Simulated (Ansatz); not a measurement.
**Computed properties of Zr2N**

Zr₂N:
```xyz
6
Lattice="5.3317 0.0000 0.0000 0.0000 5.3317 0.0000 0.0000 0.0000 3.2526" Properties=species:S:1:pos:R:3 pbc="T T T"
Zr     1.5785     1.5785     0.0000
Zr     3.7532     3.7532     0.0000
Zr     1.0873     4.2444     1.6263
Zr     4.2444     1.0873     1.6263
N      0.0000     0.0000     0.0000
N      2.6659     2.6659     1.6263
```

Space group P4_2/mnm (No. 136), anti-rutile; conventional cell a = 5.332 Å, b = 5.332 Å, c = 3.253 Å, α = 90.00°, β = 90.00°, γ = 90.00°.

Method: plane-wave PAW LDA (Ansatz code). The cell and atoms are relaxed at this level. Other levels are named where they apply.

### Cell and energy

- Volume per atom: 15.41 Å³
- Density: 7.06 g/cm³
- Formation energy from the elements (no fitted shifts): -1.49 eV/atom

### Electronic structure

- Electronic character = metallic (no gap)
- Density of states at the Fermi level = 0.52 states/eV per atom (mean over ±0.08 eV)

### Mechanics

- Bulk modulus (Birch–Murnaghan fit) = 196 GPa
- Pressure derivative B′ = 4.0

### Phonons

- Highest zone-centre frequency: 562 cm^-1
- Zone-centre stability: no imaginary mode at Γ

The first step of the workflow began from a Materials Project structure, measured or hypothetical; the Crystallography Open Database copy checked does not list it. Its standing as an ambient phase is unchecked. Symmetry was held in the LDA relaxation. No spin polarisation was allowed. As this level gives no gap, phonon frequencies hold no LO–TO term and depend on the k-mesh and smearing (Fermi–Dirac, 0.1 eV here). The references are the lowest solids computed at this level, not always the standard phases (solids in place of the gases). Scalar-relativistic: spin–orbit coupling is off unless named, which matters more the heavier the elements.

Potentials: the later of the program's two PAW sets.
